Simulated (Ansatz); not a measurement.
ZnS:
```xyz
4
Lattice="3.5649 0.0000 0.0000 -1.7825 3.0873 0.0000 0.0000 0.0000 5.8165" Properties=species:S:1:pos:R:3 pbc="T T T"
Zn     0.0000     0.0000     0.0000
Zn     0.0000     0.0000     2.9082
S      0.0000     2.0582     1.4541
S      1.7825     1.0291     4.3624
```

Cartesian axes are those of the cell as given.

### Question
Give the high-frequency dielectric tensor and the Born effective charge tensors of the independent atoms from DFPT, plane-wave PAW PBEsol (Ansatz code).

### Answer

ε∞:
```
10.6  0.00  0.00
0.00  10.6  0.00
0.00  0.00  11.6
```
Z* of atom 1 (Zn), rows: field, columns: displacement, in e:
```
2.91  0.00  0.00
0.00  2.91  0.00
0.00  0.00  3.12
```
Z* of atom 3 (S), rows: field, columns: displacement, in e:
```
-2.91   0.00   0.00
 0.00  -2.91   0.00
 0.00   0.00  -3.12
```

Space group P6_3/mmc (NiAs type). The start of the workflow was typed in or built on a structure type; neither database checked (COD, Materials Project) lists it. It is not the phase usual at ambient conditions (space group No. 186, 216). The PBEsol relaxation kept the symmetry of its start; phonons show weakly imaginary modes.

Potentials: the earlier of the program's two PAW sets. The files were generated under PBE; for other functionals the program regenerates the frozen cores, and for LDA and PBEsol the local potential too.
